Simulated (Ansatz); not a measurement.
# A short bond in CdPd

```xyz
2
Lattice="3.0276 0.0000 0.0000 0.0000 3.0276 0.0000 0.0000 0.0000 3.6310" Properties=species:S:1:pos:R:3 pbc="T T T"
Cd    0.0000    0.0000    0.0000
Pd    1.5138    1.5138    1.8155
```

The cell is entry 1524979 of the Crystallography Open Database, unrelaxed.

Its shortest bond, of 2.807 Å between atom 1 (Cd) and the nearest image of atom 2 (Pd), is scaled by moving both atoms along it, with the cell held. The force apart is half the difference of the two atoms' forces along the bond; it holds the pull and push of their other neighbours too.

All numbers are PBEsol results (scalar-relativistic) from Ansatz 0.2.0, with a Γ-centred 10×10×8 k mesh, Fermi–Dirac smearing of 0.05 eV, no spin polarisation. Methods: LAPW: all electrons, basis error target 1 meV/atom; PAW: frozen-core files, cutoff 420 eV; crystal datasets: all electrons, by PAW datasets that the program makes for each cell.

Energies are extrapolated to zero smearing and count from the unscaled cell; pressure is positive in compression; gaps take the mesh and a band path. No temperature or zero-point motion is included.

The PAW files were made under PBE.

| bond (Å) | force apart (eV/Å) | P LAPW (GPa) | ΔE LAPW (eV/atom) | P PAW − LAPW (GPa) | ΔE PAW − LAPW (meV/atom) | force PAW − LAPW (eV/Å) |
| --- | --- | --- | --- | --- | --- | --- |
| 2.807 | 0.00 | -1.35 | 0.000 | 0.03 | 0.0 | 0.000 |
| 2.470 | 2.41 | 5.56 | 0.177 | 0.00 | -0.4 | -0.004 |
| 1.965 | 19.57 | ? | 2.283 | 0.10 | -0.5 | 0.037 |
| 1.796 | 38.43 | ? | 4.636 | -0.32 | 0.1 | -0.102 |

(1) Give the missing entry: row "1.965", column "P LAPW (GPa)".

(2) What belongs in the row "1.796", column "P LAPW (GPa)"?

(3) At the last bond length, how far do crystal datasets lie from LAPW in pressure and in the largest force component?

(4) How do the Löwdin populations by LAPW change from the unscaled cell to the last row, on the two atoms of the bond?

Results:

(1) 64.2.

(2) 116.0.

(3) crystal datasets: +0.01 GPa, 0.002 eV/Å, on a LAPW pressure of 116.0 GPa.

(4) Cd1 5s 1.50 → 1.57, Cd1 4d 9.98 → 9.94, Pd2 4d 9.65 → 9.70 electrons an atom. These are projections on the shells that the free atoms fill; 0.87 e a cell lies outside them at the start and 0.81 e at the end.
